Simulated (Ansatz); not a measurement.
Band structure of AsP

```
As P
1.0
     3.51698    0.00000    0.00000
    -1.75849    3.04580    0.00000
     0.00000    0.00000    6.51978
As P
2 2
Direct
  0.00000 0.00000 0.00000
  0.00000 0.00000 0.50000
  0.33333 0.66667 0.25000
  0.66667 0.33333 0.75000
```

Atoms are numbered in the order listed.

The cell was built from the NiAs type and relaxed in the same program, and has space group P6_3/mmc; it needn't be a known or the stable phase.

These are results of DFT, PBEsol, all-electron LAPW, scalar-relativistic (Ansatz 0.2.0), not measurements.

The runs use a Γ-centred 12×12×7 k mesh, Fermi–Dirac smearing of 0.05 eV, basis error target 0.5 meV/atom, no spin polarisation.

Points in fractions of the reciprocal vectors of this cell: Γ (0, 0, 0), M (0.5, 0, 0), K (0.333, 0.333, 0), A (0, 0, 0.5), L (0.5, 0, 0.5), H (0.333, 0.333, 0.5). The path joins them by straight lines in the order Γ–M–K–Γ–A–L–H–A–L; legs that retrace an earlier one aren't tabulated. Energies are in eV from the Fermi level.

Q: Metal or insulator at this level of theory?

A: No gap opens: metallic or semimetallic.

Q: Tabulate bands 33 to 39, counted from the lowest band of the run, along the path.

A: 
```tsv
k (1/Å)	point	band 33	band 34	band 35	band 36	band 37	band 38	band 39
0.00	Γ	-1.85	-0.40	-0.40	1.02	1.02	1.23	2.30
0.15		-1.93	-0.93	-0.32	0.06	0.89	1.84	2.71
0.29		-2.57	-1.32	-1.11	-0.28	0.56	1.87	2.85
0.44		-3.08	-2.33	-0.96	-0.41	0.16	1.26	2.70
0.59		-3.51	-2.16	-0.84	-0.61	-0.22	0.75	1.91
0.74		-3.83	-1.72	-0.85	-0.81	-0.51	0.46	1.19
0.88		-4.03	-1.24	-0.94	-0.93	-0.70	0.35	0.57
1.03	M	-4.10	-0.98	-0.97	-0.96	-0.76	0.26	0.33
1.12		-4.23	-1.63	-1.40	-0.77	-0.12	0.28	0.74
1.20		-4.54	-2.39	-2.13	-0.28	0.33	0.56	1.44
1.29		-4.84	-3.13	-2.88	0.32	0.41	1.18	2.12
1.37		-5.07	-3.82	-3.59	0.52	0.91	1.72	2.69
1.46		-5.17	-4.44	-4.22	0.65	1.39	2.21	3.14
1.54		-5.15	-4.97	-4.72	0.76	1.71	2.64	3.49
1.63	K	-5.36	-5.02	-5.02	0.81	1.82	3.04	3.04
1.80		-4.88	-4.64	-4.53	0.51	1.43	2.70	3.51
1.97		-4.19	-3.83	-3.80	-0.15	0.71	2.97	3.30
2.14		-3.32	-3.11	-2.95	-0.61	0.05	2.92	3.35
2.31		-2.84	-2.46	-2.19	-0.41	-0.35	2.54	3.09
2.48		-1.84	-1.73	-1.72	-0.34	0.27	2.41	2.68
2.65		-1.84	-1.07	-0.30	-0.14	0.83	1.99	2.66
2.82	Γ	-1.85	-0.40	-0.40	1.02	1.02	1.23	2.30
2.89		-1.84	-0.43	-0.43	1.04	1.04	1.15	2.37
2.96		-1.80	-0.52	-0.52	0.95	1.11	1.11	2.56
3.02		-1.74	-0.64	-0.64	0.71	1.21	1.21	2.61
3.09		-1.57	-0.79	-0.79	0.44	1.34	1.34	2.43
3.16		-1.17	-0.95	-0.95	0.15	1.49	1.49	2.23
3.23		-1.12	-1.12	-0.80	-0.15	1.66	1.66	2.03
3.30	A	-1.27	-1.27	-0.46	-0.46	1.84	1.84	1.84
3.45		-1.45	-1.45	0.24	0.24	1.60	1.60	2.03
3.59		-1.86	-1.86	0.02	0.02	2.01	2.01	2.42
3.74		-2.31	-2.31	-0.82	-0.82	2.54	2.54	2.75
3.89		-2.72	-2.72	-1.73	-1.73	2.29	2.29	2.90
4.04		-3.02	-3.02	-2.62	-2.62	1.76	1.76	2.92
4.18		-3.47	-3.47	-3.21	-3.21	1.39	1.39	2.89
4.33	L	-4.02	-4.02	-3.28	-3.28	1.26	1.26	2.88
4.42		-4.15	-4.15	-3.13	-3.13	1.41	1.41	2.47
4.50		-4.25	-4.25	-2.89	-2.89	1.59	1.59	2.02
4.59		-4.21	-4.21	-2.65	-2.65	0.94	0.94	2.60
4.67		-4.11	-4.11	-2.43	-2.43	0.24	0.24	3.37
4.76		-3.98	-3.98	-2.23	-2.23	-0.38	-0.38	4.16
4.84		-3.85	-3.85	-2.08	-2.08	-0.83	-0.83	4.76
4.93	H	-3.79	-3.79	-2.03	-2.03	-1.00	-1.00	4.97
5.10		-4.09	-4.09	-1.88	-1.88	-0.60	-0.60	4.53
5.27		-4.57	-4.57	-1.28	-1.28	0.09	0.09	3.86
5.44		-4.34	-4.34	-0.53	-0.53	0.77	0.77	3.38
5.61		-3.38	-3.38	0.12	0.12	1.18	1.18	3.22
5.78		-2.32	-2.32	0.54	0.54	1.26	1.26	2.92
5.95		-1.54	-1.54	0.38	0.38	1.47	1.47	2.14
6.12	A	-1.27	-1.27	-0.46	-0.46	1.84	1.84	1.84
```
